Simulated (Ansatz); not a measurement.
Does relaxation matter for the field gradients of ZnS with fluorine replacing S?

Start: a supercell of ZnS (space group P6_3mc) built from a structure deposited in the COD (the entry's cell lengths or inner coordinates differ somewhat from later room-temperature determinations), with all atoms left at the host's positions.

```
CELL_PARAMETERS angstrom
7.62400 0.00000 0.00000
-3.81200 6.60258 0.00000
0.00000 0.00000 18.68999
ATOMIC_POSITIONS crystal
Zn 0.00000 0.00000 0.00000
Zn 0.00000 0.50000 0.00000
Zn 0.50000 0.00000 0.00000
Zn 0.50000 0.50000 0.00000
Zn 0.00000 0.00000 0.50000
Zn 0.00000 0.50000 0.50000
Zn 0.50000 0.00000 0.50000
Zn 0.50000 0.50000 0.50000
Zn 0.16667 0.33333 0.16667
Zn 0.16667 0.83333 0.16667
Zn 0.66667 0.33333 0.16667
Zn 0.66667 0.83333 0.16667
Zn 0.33333 0.16667 0.66667
Zn 0.33333 0.66667 0.66667
Zn 0.83333 0.16667 0.66667
Zn 0.83333 0.66667 0.66667
Zn 0.33333 0.16667 0.33333
Zn 0.33333 0.66667 0.33333
Zn 0.83333 0.16667 0.33333
Zn 0.83333 0.66667 0.33333
Zn 0.16667 0.33333 0.83333
Zn 0.16667 0.83333 0.83333
Zn 0.66667 0.33333 0.83333
Zn 0.66667 0.83333 0.83333
S 0.00000 0.00000 0.12500
S 0.00000 0.50000 0.12500
S 0.50000 0.00000 0.12500
S 0.50000 0.50000 0.12500
S 0.00000 0.00000 0.62500
S 0.00000 0.50000 0.62500
S 0.50000 0.00000 0.62500
S 0.50000 0.50000 0.62500
F 0.16667 0.33333 0.29167
S 0.16667 0.83333 0.29167
S 0.66667 0.33333 0.29167
S 0.66667 0.83333 0.29167
S 0.33333 0.16667 0.79167
S 0.33333 0.66667 0.79167
S 0.83333 0.16667 0.79167
S 0.83333 0.66667 0.79167
S 0.33333 0.16667 0.45833
S 0.33333 0.66667 0.45833
S 0.83333 0.16667 0.45833
S 0.83333 0.66667 0.45833
S 0.16667 0.33333 0.95833
S 0.16667 0.83333 0.95833
S 0.66667 0.33333 0.95833
S 0.66667 0.83333 0.95833
```

Sites (sets of like atoms) are named by element and the number of their first atom in this list.

Computed with Ansatz: DFT, PBE, plane waves and PAW, scalar-relativistic, 420 eV cutoff, Γ-centred 3×3×1 k-points, Fermi–Dirac smearing 0.01 eV, cell charge +1.

The largest force at the start is 0.61 eV/Å. Relaxing the ions at fixed cell moves them by 0.078 Å at most (atom 19, Zn) and 0.034 Å rms.

```json
{"site": "Zn3", "atom": "3", "moved (Å)": "0.036", "first shell before": "4 S at 2.33–2.34 Å", "first shell after": "4 S at 2.32–2.36 Å", "V_zz before (10²¹ V/m²)": "0.68", "η before": "0.00"}
{"site": "Zn7", "atom": "7", "moved (Å)": "0.033", "first shell before": "4 S at 2.33–2.34 Å", "first shell after": "4 S at 2.33–2.37 Å", "V_zz before (10²¹ V/m²)": "-1.12", "η before": "0.00"}
{"site": "Zn9", "atom": "9", "moved (Å)": "0.053", "first shell before": "3 S at 2.33 Å, 1 F at 2.34 Å", "first shell after": "3 S at 2.29 Å, 1 F at 2.40 Å", "V_zz before (10²¹ V/m²)": "9.04", "η before": "0.00"}
{"site": "Zn13", "atom": "13", "moved (Å)": "0.014", "first shell before": "4 S at 2.33–2.34 Å", "first shell after": "4 S at 2.33–2.35 Å", "V_zz before (10²¹ V/m²)": "0.23", "η before": "0.96"}
{"site": "Zn17", "atom": "17", "moved (Å)": "0.078", "first shell before": "3 S at 2.33–2.34 Å, 1 F at 2.33 Å", "first shell after": "3 S at 2.28–2.33 Å, 1 F at 2.41 Å", "V_zz before (10²¹ V/m²)": "8.53", "η before": "0.13"}
{"site": "S25", "atom": "25", "moved (Å)": "0.046", "first shell before": "4 Zn at 2.33–2.34 Å", "first shell after": "4 Zn at 2.29–2.39 Å", "V_zz before (10²¹ V/m²)": "2.14", "η before": "0.16"}
{"site": "F", "atom": "33", "moved (Å)": "0.011", "first shell before": "4 Zn at 2.33–2.34 Å", "first shell after": "4 Zn at 2.40–2.41 Å", "V_zz before (10²¹ V/m²)": "-0.72", "η before": "0.00"}
{"site": "S34", "atom": "34", "moved (Å)": "0.035", "first shell before": "4 Zn at 2.33–2.34 Å", "first shell after": "4 Zn at 2.33–2.34 Å", "V_zz before (10²¹ V/m²)": "3.81", "η before": "0.34"}
{"site": "S41", "atom": "41", "moved (Å)": "0.048", "first shell before": "4 Zn at 2.33–2.34 Å", "first shell after": "4 Zn at 2.28–2.37 Å", "V_zz before (10²¹ V/m²)": "2.95", "η before": "0.12"}
{"site": "S44", "atom": "44", "moved (Å)": "0.006", "first shell before": "4 Zn at 2.33–2.34 Å", "first shell after": "4 Zn at 2.30–2.33 Å", "V_zz before (10²¹ V/m²)": "0.53", "η before": "0.00"}
{"site": "S46", "atom": "46", "moved (Å)": "0.018", "first shell before": "4 Zn at 2.33–2.34 Å", "first shell after": "4 Zn at 2.32–2.35 Å", "V_zz before (10²¹ V/m²)": "-0.27", "η before": "0.29"}
```

(1) What are V_zz and η after the relaxation?

## Answers

(1) 

| site | atom | V_zz after | η after | change of V_zz |
| --- | --- | --- | --- | --- |
| Zn3 | 3 | 1.39 | 0.00 | +0.71 |
| Zn7 | 7 | -1.16 | 0.00 | -0.04 |
| Zn9 | 9 | 10.09 | 0.00 | +1.05 |
| Zn13 | 13 | -0.43 | 0.53 | – |
| Zn17 | 17 | 9.81 | 0.18 | +1.28 |
| S25 | 25 | 1.79 | 0.56 | -0.35 |
| F | 33 | -0.69 | 0.00 | +0.03 |
| S34 | 34 | 2.76 | 0.52 | -1.05 |
| S41 | 41 | 2.37 | 0.29 | -0.58 |
| S44 | 44 | 0.87 | 0.00 | +0.34 |
| S46 | 46 | -0.42 | 0.01 | -0.15 |

The largest change of V_zz along a kept axis is on Zn17, from 8.53 to 9.81. In per cent, |V_zz| changes by +4 to +106 on Zn, -28 to +66 on S, -5 on F (all sites that start above 0.5). Where |V_zz| stays above 0.1 and the axes keep their order, η moves most on S25, from 0.16 to 0.56. On Zn13 the largest principal value lies along another axis in the second run, so the two V_zz can't be compared directly. The table leaves out 13 of the 24 sites, with |V_zz| up to 2.06; their tensors move by 0.84 at most along any direction. The statements above cover all sites. The host's own positions weren't relaxed first, so part of the change far from the defect can be the host's relaxation.

The defect repeats with the cell of 48 atoms, so it feels its images: sites between two images don't show the values beside a lone defect, and zeros or small values of η there can come from the images' arrangement. S and Zn carry a gradient in the pure host already, so the values there aren't the defect's effect alone. A uniform background compensates the cell's charge.
Before: With a gap of 0.7 eV on this mesh, small gradients can still move by 0.1 × 10²¹ V/m² or more as the k-mesh gets denser. The neighbours have not yet relaxed around the defect (largest force 0.61 eV/Å), and relaxing can change the values around it severalfold.
After: The relaxation keeps the site symmetry 3m of the start, so the impurity can move only along its axis; a start off the site could end lower.
